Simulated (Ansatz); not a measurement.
Given:

PbS:
```cif
data_Pb3S3
_chemical_formula_sum 'Pb3 S3'
_space_group_name_H-M_alt 'P 1'
_space_group_IT_number 1
_cell_length_a 4.24890
_cell_length_b 4.24890
_cell_length_c 10.40674
_cell_angle_alpha 90.000
_cell_angle_beta 90.000
_cell_angle_gamma 120.000
loop_
_space_group_symop_operation_xyz
  'x, y, z'
loop_
_atom_site_label
_atom_site_type_symbol
_atom_site_fract_x
_atom_site_fract_y
_atom_site_fract_z
_atom_site_occupancy
Pb1 Pb 0.66679 0.00000 0.66667 1
Pb2 Pb 0.00000 0.66679 0.33333 1
Pb3 Pb 0.33321 0.33321 0.00000 1
S1 S 0.66666 0.00000 0.16667 1
S2 S 0.00000 0.66666 0.83333 1
S3 S 0.33334 0.33334 0.50000 1
```

This is the PBE-relaxed structure.

Problem. All from DFT-PBE in the program Ansatz with PAW potentials, unless another level is named. Estimate the hole effective mass.

Solution. 0.13, 0.13, 0.19 mₑ (principal values).

Problem. Next, the electron effective mass?

Solution. 0.16 mₑ (isotropic).

Problem. Next, the valence-band maximum?

Solution. at L.

Space group Fm-3m (rock salt). The PBE relaxation kept the symmetry of its start. Spin–orbit coupling is left out wherever it is not named.

Potentials: the later of the program's two PAW sets.

Edges and masses are those of Kohn–Sham bands, whose gap is no quasiparticle gap.
